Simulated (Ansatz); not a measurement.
Input:

HfSi$_{2}$:
```
CELL_PARAMETERS angstrom
      1.81052    -7.12042     0.00000
      1.81052     7.12042     0.00000
      0.00000     0.00000     3.61146
ATOMIC_POSITIONS crystal
  Si 0.94480 0.05520 0.75000
  Si 0.05520 0.94480 0.25000
  Si 0.24991 0.75009 0.75000
  Si 0.75009 0.24991 0.25000
  Hf 0.60472 0.39528 0.75000
  Hf 0.39528 0.60472 0.25000
```

This is the LDA-relaxed structure.

Task: All from plane-wave PAW LDA (Ansatz code), unless another level is named. Give the electronic character.

Result: metallic (no gap).

Task: What about the formation energy from the elements (no fitted shifts)?

Result: -0.67 eV/atom.

Task: And the density of states at the Fermi level?

Result: 0.20 states/eV per atom (mean over ±0.08 eV).

Space group Cmcm. Symmetry was held in the LDA relaxation; of distortions, only those at the zone centre were tested. No spin polarisation was allowed. The references are the lowest solids computed at this level, not always the standard phases. Scalar-relativistic: spin–orbit coupling is off unless named, which matters more the heavier the elements.

Potentials: the later of the program's two PAW sets.
